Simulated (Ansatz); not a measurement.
Consider the following.

Pb:
```cif
data_Pb
_chemical_formula_sum 'Pb1'
_space_group_name_H-M_alt 'Pm-3m'
_space_group_IT_number 221
_space_group_name_Hall '-P 4 2 3'
_cell_length_a 3.25131
_cell_length_b 3.25131
_cell_length_c 3.25131
_cell_angle_alpha 90.000
_cell_angle_beta 90.000
_cell_angle_gamma 90.000
loop_
_atom_site_label
_atom_site_type_symbol
_atom_site_symmetry_multiplicity
_atom_site_Wyckoff_symbol
_atom_site_fract_x
_atom_site_fract_y
_atom_site_fract_z
_atom_site_occupancy
Pb1 Pb 1 a 0.00000 0.00000 0.00000 1
```

This is the PBE-relaxed structure.

**Question.** All from PBE (plane waves, PAW; program Ansatz), unless another level is named. Predict the bulk modulus (Birch–Murnaghan fit).

**Answer.** 35.4 GPa.

**Question.** Predict the elastic constants (relaxed ions, GPa).

**Answer.** C11 = 81.1, C12 = 13.0, C44 = -2.1.

The cell is a constructed one: a structure type filled with these elements; neither database checked (COD, Materials Project) lists it. It is not the phase usual at ambient conditions (space group No. 225). The PBE relaxation kept the symmetry of its start. At this level the phase is mechanically unstable. As this level gives no gap, shear constants depend on the k-mesh and smearing (Fermi–Dirac, 0.1 eV here). Scalar-relativistic: spin–orbit coupling is off unless named, which matters more the heavier the elements.

Potentials: the later of the program's two PAW sets.
